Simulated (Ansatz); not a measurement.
Below is a relaxed structure of ZnAuC₄N₄. The cell was found from a structure generator's guess, not taken from experiment.

All numbers below come from DFT PBE, scalar-relativistic, plane waves, PAW in Ansatz. Cutoff 420 eV, Γ-centred mesh, Gaussian smearing, collinear spin.

```xyz
10
Lattice="6.1337 0.0000 0.0000 0.0000 6.1337 0.0000 0.0000 0.0000 6.1337" Properties=species:S:1:pos:R:3 pbc="T T T"
Zn    0.0000    0.0000    0.0000
C     1.1579    1.1579    1.1579
C     1.1579    4.9758    4.9758
C     4.9758    1.1579    4.9758
C     4.9758    4.9758    1.1579
Au    3.0668    3.0668    3.0668
N     1.8310    1.8310    1.8310
N     1.8310    4.3027    4.3027
N     4.3027    1.8310    4.3027
N     4.3027    4.3027    1.8310
```

Formation energies are uncorrected and refer to the elements' standard structures at the same level (N₂ as a molecule).

Task: Find its symmetry and describe it.

Result: P-43m (No. 215). Conventional cell: a = 6.134 Å. Zn has 4 C at 2.01 Å; C has 1 N at 1.17 Å and 1 Zn at 2.01 Å; Au is surrounded by 4 N at 2.14 Å; N has 1 C at 1.17 Å and 1 Au at 2.14 Å.

Task: What is its formation energy per atom?

Result: +0.69 eV/atom. A positive value: parting into the elements would lower its energy.

Task: Is it a metal?

Result: Yes, bands cross the Fermi level on the 6×6×6 mesh.

Task: Which magnetic moments does it keep?

Result: 0.10 μB per atom net, the space between the atoms included; by site: Au 0.4 μB.

Task: From what recipe could a structure generator have reached it?

Result: One such recipe: two interpenetrating cyanide-bridged diamond nets (P-43m, No. 215). Other recipes can lead to the same cell.

The last run used collinear spin, a 6×6×6 mesh for its 10-atom cell and Gaussian smearing of 0.10 eV. Spin–orbit coupling, which can matter for Au, is left out. The reference form of C is held partly by dispersion forces, which this level lacks. The magnetic state reached may not be the lowest. Symmetry constrained the relaxation, so the result can be a saddle point.
